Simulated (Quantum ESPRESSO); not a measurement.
**An isovalent swap in LiCl: field gradients**

Host, cell and atoms relaxed with PBE and no dispersion term (field gradients by PBE PAW (JTH datasets; density from pw.x of a modified build of Quantum ESPRESSO, gradients reconstructed from it by a script), 25 Ha, k-mesh 5×5×5 through Γ):

```
site                   site symmetry  Vzz (a.u.)  η_Q  ∣C_Q∣ (MHz)
---------------------  -------------  ----------  ---  -----------
Li (atoms 1, 3, 5, 7)           m-3m           0    –      0 (⁷Li)
Cl (atoms 2, 4, 6, 8)           m-3m           0    –     0 (³⁵Cl)
```

Its cell: a = b = c = 5.143 Å, α = β = γ = 90.00°.

Changed cell (atom 2 is the new one; 25 Ha, k-mesh 5×5×5 through Γ):

```xyz
8
Lattice="5.2399 0.0000 0.0000 0.0000 5.2399 0.0000 0.0000 0.0000 5.2399" Properties=species:S:1:pos:R:3 pbc="T T T"
Li     0.0000     0.0000     0.0000
Br     2.6200     0.0000     0.0000
Li     0.0000     2.6200     2.6200
Cl     2.6200     2.6200     2.6200
Li     2.6200     0.0000     2.6200
Cl     0.0000     0.0000     2.6200
Li     2.6200     2.6200     0.0000
Cl     0.0000     2.6200     0.0000
```
The cell was made here from a computed Materials Project entry: one of 4 Cl replaced by Br, cell and atoms relaxed (PBE without dispersion, pw.x of Quantum ESPRESSO, symmetry kept). The parent is LiCl in Fm-3m. The swapped cell is a model, not a known phase. Stability against distortions was not tested.

Quadrupole moments taken as inputs (sizes, barn, from the tables of PySCF and pymatgen): ⁷Li 0.0401, ³⁵Cl 0.0817, ⁷⁹Br 0.313.

Principal values are ordered |Vxx| ≤ |Vyy| ≤ |Vzz|, η = (Vxx − Vyy)/Vzz, and C_Q = eQVzz/h is given by its size. Cores are frozen.

### Question
What do the sites of the changed cell show?

### Answer
| site | distance to atom 2 (Å) | Vzz (a.u.) | η_Q | ∣C_Q∣ (MHz) |
|---|---|---|---|---|
| Li1 (atoms 1, 5, 7) | 2.62 | under 0.02 | – | under 0.19 |
| Br (atom 2) | – | 0 | – | 0 |
| Li2 (atom 3) | 4.54 | 0 | – | 0 |
| Cl (atoms 4, 6, 8) | 3.71 | under 0.02 | – | under 0.38 |
The swap repeats in every cell, so this is an ordered compound and not a dilute impurity.
